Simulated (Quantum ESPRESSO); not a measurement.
pw.x input (Quantum ESPRESSO 7.5; PBEsol, PseudoDojo standard norm-conserving files, scalar-relativistic):

```
&CONTROL
  calculation = 'scf'
  pseudo_dir = './pseudo'
  outdir = './out'
  tprnfor = .true.
  tstress = .true.
/
&SYSTEM
  ibrav = 0
  nat = 5
  ntyp = 3
  ecutwfc = 84.0
  ecutrho = 336.0
  occupations = 'smearing'
  smearing = 'fd'
  degauss = 0.002
  nbnd = 30
/
&ELECTRONS
  conv_thr = 5e-10
/
ATOMIC_SPECIES
F 18.9984 F.upf
K 39.0983 K.upf
Hg 200.5920 Hg.upf
CELL_PARAMETERS angstrom
  3.201965000000  -3.208095000000   0.000000000000
  3.201965000000   3.208095000000   0.000000000000
  0.000000000000   0.000000000000   4.524390000000
ATOMIC_POSITIONS crystal
F   0.000000000000   0.500000000000   0.000000000000
F   0.500000000000   0.000000000000   0.000000000000
F   0.500000000000   0.500000000000   0.500000000000
K   0.000000000000   0.000000000000   0.500000000000
Hg   0.500000000000   0.500000000000   0.000000000000
K_POINTS automatic
6 6 6 0 0 0
```

End of the output:

```

[...]
     the Fermi energy is     4.6577 ev
!    total energy              =    -540.64536798 Ry
     estimated scf accuracy    <          3.8E-10 Ry
     smearing contrib. (-TS)   =      -0.00000059 Ry
     internal energy E=F+TS    =    -540.64536738 Ry
     The total energy is F=E-TS. E is the sum of the following terms:
     one-electron contribution =    -322.85870972 Ry
     hartree contribution      =     179.29475079 Ry
     xc contribution           =    -100.06058589 Ry
     ewald contribution        =    -297.02082256 Ry
     convergence has been achieved in  10 iterations
     Forces acting on atoms (cartesian axes, Ry/au):
     atom    1 type  1   force =     0.00000000    0.00000000    0.00000000
     atom    2 type  1   force =     0.00000000    0.00000000    0.00000000
     atom    3 type  1   force =     0.00000000    0.00000000    0.00000000
     atom    4 type  2   force =     0.00000000    0.00000000    0.00000000
     atom    5 type  3   force =     0.00000000    0.00000000    0.00000000
     Total force =     0.000000     Total SCF correction =     0.000000
     Computing stress (Cartesian axis) and pressure
          total   stress  (Ry/bohr**3)                   (kbar)     P=       -7.29
  -0.00005100   0.00000000   0.00000000           -7.50        0.00        0.00
   0.00000000  -0.00005286   0.00000000            0.00       -7.78        0.00
   0.00000000   0.00000000  -0.00004472            0.00        0.00       -6.58
```
In a gapped system the printed Fermi energy is only some level inside the gap.

Spin-orbit coupling is not included.

Geometry of the Materials Project entry, not relaxed at this level.
